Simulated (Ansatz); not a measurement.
## Elastic constants of ScCu (Pm-3m), step by step

```
CELL_PARAMETERS angstrom
3.20942 0.00000 0.00000
0.00000 3.20942 0.00000
0.00000 0.00000 3.20942
ATOMIC_POSITIONS crystal
Sc 0.50000 0.50000 0.50000
Cu 0.00000 0.00000 0.00000
```

The conventional cell has a = 3.209 Å, b = 3.209 Å, c = 3.209 Å, α = 90.00°, β = 90.00°, γ = 90.00°. Sc (atom 1) is surrounded by 8 Cu at 2.78 Å. Cu (atom 2) is surrounded by 8 Sc at 2.78 Å.

Unless marked otherwise, the numbers come from PBEsol, all-electron LAPW in Ansatz 0.2.0, scalar-relativistic. k mesh 14×14×14, Fermi-Dirac smearing of 0.050 eV, basis error target 0.5 meV/atom. The cell was relaxed by PAW under this functional, which moved its volume by -4 % from the database entry's.

The cell is cubic and carries a residual pressure of 0.01 GPa at this level. Each strain component that symmetry leaves independent is applied at ±0.005 and ±0.01, the ions relax wherever a strain frees them, and the stress (tension positive, GPa) is read. Shears are engineering strains, γ = 2ε.

```json
{"strain": "xx", "size": "-0.01", "σxx": "-1.4173", "σyy": "-0.8177", "σzz": "-0.8177", "σyz": "0.0000", "σxz": "0.0000", "σxy": "0.0000"}
{"strain": "xx", "size": "-0.005", "σxx": "-0.7058", "σyy": "-0.4078", "σzz": "-0.4078", "σyz": "0.0000", "σxz": "0.0000", "σxy": "0.0000"}
{"strain": "xx", "size": "+0.005", "σxx": "0.6763", "σyy": "0.3784", "σzz": "0.3784", "σyz": "0.0000", "σxz": "0.0000", "σxy": "0.0000"}
{"strain": "xx", "size": "+0.01", "σxx": "1.3512", "σyy": "0.7530", "σzz": "0.7530", "σyz": "0.0000", "σxz": "0.0000", "σxy": "0.0000"}
{"strain": "yz", "size": "-0.01", "σxx": "-0.0120", "σyy": "-0.0188", "σzz": "-0.0188", "σyz": "-0.5227", "σxz": "0.0000", "σxy": "0.0000"}
{"strain": "yz", "size": "-0.005", "σxx": "-0.0095", "σyy": "-0.0113", "σzz": "-0.0113", "σyz": "-0.2608", "σxz": "0.0000", "σxy": "0.0000"}
{"strain": "yz", "size": "+0.005", "σxx": "-0.0095", "σyy": "-0.0113", "σzz": "-0.0113", "σyz": "0.2608", "σxz": "0.0000", "σxy": "0.0000"}
{"strain": "yz", "size": "+0.01", "σxx": "-0.0120", "σyy": "-0.0188", "σzz": "-0.0188", "σyz": "0.5227", "σxz": "0.0000", "σxy": "0.0000"}
```

The slope is [8(σ(+δ) − σ(−δ)) − (σ(+2δ) − σ(−2δ))]/(12δ), and the program imposes the crystal's symmetry on the matrix.

**Question.** What are the independent elastic constants?

**Answer.** C11 = 138.1, C12 = 78.7, C44 = 52.1 GPa.

**Question.** Do they meet the Born conditions?

**Answer.** C11 − C12 = 59.5, C11 + 2C12 = 295.4 and C44 = 52.1 GPa must all be positive, so the crystal is elastically stable; that says nothing yet of its phonons.

**Question.** What moduli does a random aggregate of grains have?

**Answer.** B = (C11 + 2C12)/3 = 98.5 GPa. G_V = (C11 − C12 + 3C44)/5 = 43.2 and G_R = 5(C11 − C12)C44/(4C44 + 3(C11 − C12)) = 40.1, so G_H = 41.6 GPa. Then E = 9BG/(3B + G) = 109.5 GPa, ν = (3B − 2G)/(6B + 2G) = 0.315 and B/G = 2.37, on the ductile side of Pugh's 1.75 (a rule of thumb).

**Question.** With the density of 5.450 g/cm³, how fast does sound travel, and what Debye temperature follows?

**Answer.** 

```tsv
direction	slow (m/s)	middle (m/s)	fast (m/s)
[100]	3093	3093	5035
[110]	2336	3093	5427
[111]	2613	2613	5552
```

The mean of v⁻³ over directions and branches gives v_m = 3077 m/s and θ_D = (ħ/k_B) v_m (6π²n)^(1/3) = 360 K, n being atoms per volume. Young's modulus spans 81 to 133 GPa over directions, and the universal anisotropy index is 0.39.

**Question.** How far do the constants move if PAW replaces LAPW in the same cell?

**Answer.** 

| constant | LAPW (GPa) | PAW (GPa) | difference |
| --- | --- | --- | --- |
| C11 | 138.1 | 138.2 | 0.1 |
| C12 | 78.7 | 78.7 | 0.0 |
| C44 | 52.1 | 52.2 | 0.1 |

Limits of these numbers: responses of metals move with mesh and smearing; the frozen-core PAW files of the compared runs were fitted under PBE, their cores solved anew for this functional.
